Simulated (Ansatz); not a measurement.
The elements of this relaxed trial crystal are hidden behind letters.

```
lattice vectors (Å)
  -2.7473    2.7473    2.7473
   2.7473   -2.7473    2.7473
   2.7473    2.7473   -2.7473
fractional positions
X 0.5000 0.5000 0.5000
X 0.5000 0.0000 0.0000
X 0.0000 0.0000 0.5000
X 0.0000 0.5000 0.0000
Z 0.0000 0.0000 0.0000
```

Method: DFT PBE, scalar-relativistic, plane waves, PAW in Ansatz. Settings of the last relaxation (5-atom cell): 420 eV, 10×10×10 k points, Gaussian smearing of 0.10 eV, no spin polarisation.

```
Space group                                 : Im-3m (No. 229)
Conventional cell                           : a = 5.495 Å
Volume per atom                             : 16.59 Å³
Density                                     : 2.63 g/cm³
Formation energy                            : +0.44 eV/atom
Gap on the 10×10×10 mesh of the 5-atom cell : 0 eV (a metal)
```

Energies are uncorrected and count from the elements' standard states at the same level.

Question: X is a p-block element of period 3 and Z is a p-block element of period 2. Which elements are they?

Answer: X = Si, Z = F, so the formula is Si4F. Density times volume gives a mean mass of 2.63 × 16.59/1.6605 = 26.3 u per atom, and this set has 26.3 u. Among the elements that the hints allow, noble gases aside, only these give it. Around Si lie 2 F at 2.38 Å and 6 Si at 2.75 Å; F has 8 Si at 2.38 Å (long against covalent radii, as for large ions).

A structure relaxed within its symmetry needn't be a true minimum. Another cell of Si4F relaxed alike, in I4/mmm, lies 0.62 eV/atom lower, so this cell isn't the stable form at this level.
